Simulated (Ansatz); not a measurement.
A geometry of Pd away from equilibrium: step 3 of the relaxation of a relaxed Pd cell displaced along its unstable phonon at q = (½, 0, 0) of its primitive reciprocal cell (42i cm⁻¹), largest move 0.15 Å. Method: PBEsol (plane waves to 420 eV, PAW, scalar-relativistic; Ansatz, a quantum-chemistry and plane-wave program). Γ-centred k-mesh 9×9×12 on the run's cell (coarser than for final values), Fermi–Dirac smearing 0.05 eV.

```
CELL_PARAMETERS angstrom
      8.87434     0.07328     0.00000
     -2.18686     3.78774     0.00000
      0.00000     0.00000     2.63716
ATOMIC_POSITIONS crystal
  Pd 0.00000 0.00000 0.97037
  Pd 0.50000 0.00000 0.02963
  Pd 0.16681 0.66681 0.41262
  Pd 0.66681 0.66681 0.58738
  Pd 0.33319 0.33319 0.58738
  Pd 0.83319 0.33319 0.41262
```

Question: Which atoms carry the largest force, and which way does it point?

Answer: 0.19 eV/Å, on Pd3, Pd4, Pd5, Pd6 (atoms numbered as listed); on Pd3 its components are (-0.01, 0.00, -0.19).

Question: What is the pressure?

Answer: -0.2 GPa, compression positive.

No spin polarisation in the result.

The run could not lose the symmetry of its start.

Of the parent cell (P6/mmm (No. 191)): it is a generated cell of Pd: the first start was made by placing the elements on the sites of a structure type, and the end was not matched to a known phase here, so it may be hypothetical. Known forms of Pd include space group No. 225.
